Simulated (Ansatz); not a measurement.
This run works on a generated trial structure, not on a known crystal.

Input and command of a plane-wave DFT calculation in Ansatz:

```yaml
crystal:
  lattice:
    - [0.0, 5.4694823732, 3.7348616]
    - [4.5827149844, 0.0, 3.7348616]
    - [4.5827149844, 5.4694823732, 0.0]
  atoms:
    - { symbol: Cs, position: [0.0857135228, 0.0857135228, 0.9142864772] }
    - { symbol: Si, position: [0.6036604673, 0.5677628841, 0.1815852237] }
    - { symbol: Si, position: [0.5677628841, 0.6036604673, 0.6469914249] }
    - { symbol: Si, position: [0.3530085751, 0.8184147763, 0.4322371159] }
    - { symbol: Si, position: [0.8184147763, 0.3530085751, 0.3963395327] }
    - { symbol: Sb, position: [0.8357114473, 0.8357114473, 0.6642885527] }
    - { symbol: Sb, position: [0.3357114473, 0.3357114473, 0.1642885527] }
basis:
  ecutwfc: 420
kpoints:
  mp_grid: { grid: [6, 6, 6] }
hamiltonian:
  xc: pbe
scf:
  occupations: { method: gaussian, width: 0.1 }
output:
  forces: true
  stress: true
  eigenvalues: true
relax:
  adjacent_minimum: "off"
  f_tol: 0.01
  max_steps: 30
  cell: { stress_tol: 0.1, fix: [volume] }
```

```bash
ansatz run input.yaml --threads 1 --pin off --max-ram 2560MiB --backend cpu --events-out ev --progress --plain --runs-dir out
```

Processor: Arm Neoverse V2, 1 thread, on a host shared with other jobs.

Task: How long does it run, and how much memory does it take?

Result: About 65 s, peak memory 0.59 GiB. It solves 35 bands at 46 k points (after reduction by symmetry) with about 3629 plane waves, in 23 SCF iterations over 4 ionic steps.
